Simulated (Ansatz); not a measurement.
Tc (hcp (Mg type), P6_3/mmc) is relaxed with plane-wave PAW PBE (Ansatz code). What lattice parameters of the conventional cell result?

a = 2.752 Å, c = 4.403 Å.

Symmetry was held in the PBE relaxation. The run is not spin-polarised. Axis ratios of metals converge slowly with the k-mesh, so a and c are less sure than the volume.

Potentials: the earlier of the program's two PAW sets.
